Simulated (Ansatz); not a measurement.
Starting cell, LiNbO3 (space group R-3c):

```yaml
crystal:
  lattice:
    - [2.56213, 1.47925, 4.51823]
    - [-2.56213, 1.47925, 4.51823]
    - [0.00000, -2.95850, 4.51823]
  atoms:
    - { symbol: Li, position: [0.75000, 0.75000, 0.75000] }
    - { symbol: Li, position: [0.25000, 0.25000, 0.25000] }
    - { symbol: Nb, position: [0.00000, 0.00000, 0.00000] }
    - { symbol: Nb, position: [0.50000, 0.50000, 0.50000] }
    - { symbol: O, position: [0.62539, 0.87461, 0.25000] }
    - { symbol: O, position: [0.37461, 0.12539, 0.75000] }
    - { symbol: O, position: [0.25000, 0.62539, 0.87461] }
    - { symbol: O, position: [0.75000, 0.37461, 0.12539] }
    - { symbol: O, position: [0.87461, 0.25000, 0.62539] }
    - { symbol: O, position: [0.12539, 0.75000, 0.37461] }
```

A phonon eigenvector at Γ is frozen into this cell: atom i moves by Q times the vector below, so Q is the largest atomic displacement, in Å. The cell is held.

```
atom       x       y       z
----  ------  ------  ------
Li1    0.000   0.000   1.000
Li2    0.000   0.000   1.000
Nb3    0.000   0.000   0.124
Nb4    0.000   0.000   0.124
O5     0.000   0.070  -0.386
O6     0.000   0.070  -0.386
O7    -0.061  -0.035  -0.386
O8    -0.061  -0.035  -0.386
O9     0.061  -0.035  -0.386
O10    0.061  -0.035  -0.386
```

Method: LDA (plane waves to 420 eV, PAW, scalar-relativistic; Ansatz, an electronic-structure program). k mesh 8×8×8 (Γ-centred), fixed occupations. LiNbO3 is run without spin polarisation. LiNbO3 was relaxed with its symmetry unable to fall. This is one of several known forms of LiNbO3; the measured ambient cells at hand have space group No. 161. The zero of ΔE is the undisplaced structure.

| Q (Å) | ΔE (meV/cell) |
|---|---|
| -0.660 | -43.4 |
| -0.550 | -190.3 |
| -0.440 | -217.9 |
| -0.330 | -170.9 |
| -0.220 | -93.4 |
| -0.110 | -26.3 |
| 0.000 | 0.0 |
| 0.110 | -26.3 |
| 0.220 | -93.4 |
| 0.330 | -170.9 |
| 0.440 | -217.9 |
| 0.550 | -190.3 |
| 0.660 | -43.4 |

Task: Is this a single well or a double well?

Result: A double well: the undisplaced structure is a maximum between two minima.

Task: By a smooth curve, how deep is the well, measured from the undisplaced structure?

Result: 219.6 meV/cell, cell held fixed.

Task: By a smooth curve through the points, how far does the most displaced atom move to reach the deepest minimum?

Result: 0.46 Å from zero.

Task: What harmonic wavenumber does the curvature at Q = 0 give?

Result: About 200i cm⁻¹. By second differences, E″ = -4.50 eV/Å², M = Σ mᵢ|uᵢ|² = 31.5 u, ν̃ = 521.5·√(|E″|/M), imaginary since E″ < 0.

(For displaced atoms, the force is minus the slope of the energy, and its curvature is a force constant, which sets phonon frequencies.)
